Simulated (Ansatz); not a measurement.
**Notes on HfBe2**

```
CELL_PARAMETERS angstrom
4.36229 0.00000 0.00000
-2.18114 3.77785 0.00000
0.00000 0.00000 5.98821
ATOMIC_POSITIONS crystal
Be 0.16700 0.33400 0.50000
Be 0.83300 0.16700 0.83333
Be 0.66600 0.83300 0.16667
Be 0.83300 0.66600 0.50000
Be 0.16700 0.83300 0.83333
Be 0.33400 0.16700 0.16667
Hf 0.50000 0.00000 0.50000
Hf 0.50000 0.50000 0.83333
Hf 0.00000 0.50000 0.16667
```

Method: m-r2SCAN, no spin polarisation; PAW, plane waves to 500 eV, 9×9×6 Γ-centred mesh, fermi-dirac occupations (width 0.1 eV) (Ansatz 0.2.0), atoms fixed.

**Question.** What does the stress say?

**Answer.** The pressure is 39.5 GPa (compression positive), so with the atoms held at these fractions the cell would first expand. The principal stresses 26.0, 26.0, 66.4 GPa differ, so its shape would change too.

**Question.** Which element gives electrons and which takes them?

**Answer.** Bader charges in e: Hf -0.16, Be +0.08. In the mean Be gives up most and Hf takes most, against the order of Pauling's electronegativities.

**Question.** What is the formation energy?

**Answer.** 0.89 eV an atom against the elements' usual phases (free molecules for gases, crystals otherwise, with no correction for O₂ or N₂), so at this geometry it isn't bound against them. Relaxing would lower it.

**Question.** Where is the largest force?

**Answer.** The largest is on Be1 (and as large on other atoms): 0.38 eV/Å, components (0.00, -0.38, 0.00). It makes 105° with the line to a nearest neighbour, Hf9 at 2.36 Å.

**Question.** Metal or insulator?

**Answer.** It is a metal, with about 5.2 states/eV a cell as the mean within 0.25 eV of the Fermi level, mostly Hf d (72 %).

Origin: a known structure type with other elements, at an estimated volume, so it need not be a known compound. Caveats: atoms or cell far from equilibrium; m-r2SCAN is r2SCAN with a changed spin dependence that lowers moments.
